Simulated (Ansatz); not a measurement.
The end of the path is a generated cell of F2: the first start was made by placing the elements on the sites of a structure type, and the end was not matched to a known phase here, so it may be hypothetical.

A geometry of F$_{2}$ away from equilibrium: the start of the relaxation of a generated trial cell of F2 in the AFLOW prototype A_hR2_166_c. All values below come from r2SCAN (plane waves to 500 eV, PAW, scalar-relativistic; Ansatz, a first-principles code). Γ-centred k-mesh 7×7×7 on the run's cell (coarser than for final values), Fermi–Dirac smearing 0.05 eV.

```xyz
2
Lattice="1.8825 1.0869 4.3045 -1.8825 1.0869 4.3045 0.0000 -2.1737 4.3045" Properties=species:S:1:pos:R:3 pbc="T T T"
F      0.0000     0.0000     0.7012
F      0.0000     0.0000    12.2123
```

Question: Give the Cartesian forces on all atoms (eV/Å).

Answer: 
```json
[
 {"atom": "F1", "Fx": "0.00", "Fy": "0.00", "Fz": "-0.23"},
 {"atom": "F2", "Fx": "0.00", "Fy": "0.00", "Fz": "0.23"}
]
```

Question: What is the pressure?

Answer: -0.6 GPa, compression positive.

No spin polarisation in the result. No dispersion correction is included, so spacings between layers, chains or molecules are soft and tend to come out too large.

The run could not lose the symmetry of its start: the end is stationary, and may be a saddle point rather than a minimum.
